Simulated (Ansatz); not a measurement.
Na2CrO4 in space group Cmcm (No. 63; Pearson symbol oS28), r²SCAN in the plane-wave PAW code Ansatz. The conduction-band minimum lies at Y, with 1 equivalent valley. Second derivatives d²E/dk² of the lowest band at one valley (eV·Å²), along Cartesian directions:

```csv
direction,d²E/dk²
[100],0.7003
[010],2.692
[001],3.582
[110],1.696
[101],2.140
[011],3.137
```

Problem. Find the principal effective masses, the density-of-states mass and the conductivity mass.

Solution. Off-diagonal terms follow from H_xy = H[110] − (H_xx + H_yy)/2, and m*/mₑ = 7.620 eV·Å² over each eigenvalue: 2.1, 2.8, 11. One valley's DOS mass (m₁m₂m₃)^(1/3) = 4.0, conductivity mass 3/(Σ 1/mᵢ) = 3.3 mₑ.

Problem. What effective density of states Nc follows at 300 K for parabolic valleys?

Solution. Nc = 2.509e19 × 1 × (4.0)^(3/2) ≈ 2.0e20 cm⁻³.

The first step of the workflow began from a Materials Project structure, measured or hypothetical; the Crystallography Open Database files this formula in space group No. 63, but the cells were not matched. Whether it is the stable phase at ambient conditions was not checked. The r²SCAN relaxation kept the symmetry of its start; whether a distortion lowers the energy is not shown. The run is not spin-polarised. No Hubbard U is applied.

Potentials: the later of the program's two PAW sets.

Edges and masses are those of Kohn–Sham bands, whose gap is no quasiparticle gap.
